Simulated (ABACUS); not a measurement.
Set-up for a self-consistent single point of a model cell of MgS (C2/c, 4 atoms in the cell; prototype structure).

```
CELL_PARAMETERS angstrom
      3.15804    -2.30785     0.00000
      3.15804     2.30785     0.00000
     -1.14625     0.00000     6.82048
ATOMIC_POSITIONS crystal
  Mg 0.00000 0.50000 0.00000
  Mg 0.50000 0.00000 0.50000
  S  0.58160 0.41840 0.25000
  S  0.41840 0.58160 0.75000
```

Method: PW91, numerical atomic orbitals TZDP (confined pseudo-atomic orbitals; energy shift 0.01 Ry), PseudoDojo 0.5 standard norm-conserving PBE (tails mended) pseudopotentials (ABACUS).

ABACUS settings:

- basis = TZDP numerical atomic orbitals, energy shift 0.01 Ry
- KPT = Gamma 6 6 4 0 0 0
- basis_type = lcao
- dft_functional = GGA_X_PW91+GGA_C_PW91
- ecutwfc = 100 Ry
- smearing_method = fd
- smearing_sigma = 0.00734986 Ry
- potentials = PseudoDojo 0.5 standard norm-conserving PBE (tails mended)
- symmetry = 1
- ks_solver = scalapack_gvx
- scf_nmax = 100
- scf_thr = 1.0e-06
- mixing_type = broyden
- mixing_beta = 0.7

Results:

* **Number of valence electrons**: 32
* **Number of bands**: 26
* **Number of k-points after the program's reduction**: 47
* **Size of the basis**: 90
* **Number of SCF iterations**: 9
* **Free energy E − TS**: -3836.6336 eV
* **Top of the valence band (on the code's own zero)**: 3.31 eV
* **Gap on the k-point mesh**: 1.41 eV
* **Pressure**: -6.37 GPa
* **Largest force (vector length)**: 0.177 eV/Å

Forces (eV/Å):
```tsv
atom	Fx	Fy	Fz
Mg1	0.000	0.000	0.000
Mg2	0.000	0.000	0.000
S3	0.000	-0.177	0.000
S4	0.000	0.177	0.000
```

Stress (GPa, positive for compression):
```
-5.39   0.00  -0.27
 0.00  -6.85   0.00
-0.27   0.00  -6.86
```

The gap is read on the k-point mesh of the run and can differ from the gap over the whole zone at this level.

For comparison: a first run (DFT, PBE, numerical atomic orbitals TZDP (confined pseudo-atomic orbitals; energy shift 0.01 Ry), PseudoDojo 0.5 standard norm-conserving PBE (tails mended) pseudopotentials) was changed to give this one (dft_functional: default → GGA_X_PW91+GGA_C_PW91), and from it to this one the pressure hardly changes (-6.36 to -6.37 GPa), the largest force hardly changes (0.176 to 0.177 eV/Å) and the gap on the mesh goes from 1.392 to 1.406 eV.

The cell was set up from a structure prototype or typed lattice constants and was not relaxed beforehand at this level. The atom-centred basis is finite, which shifts total energies, pressures, gaps and forces against plane waves. The potentials were made for another functional than the one used.

Cost on one core: roughly 21 core-seconds.

The atomic orbitals were generated for these runs; they are not ABACUS's published sets and were checked against plane waves on a few crystals only.

“Tails mended”: in these copies of the files the far tail of each local potential was reset to the Coulomb form.
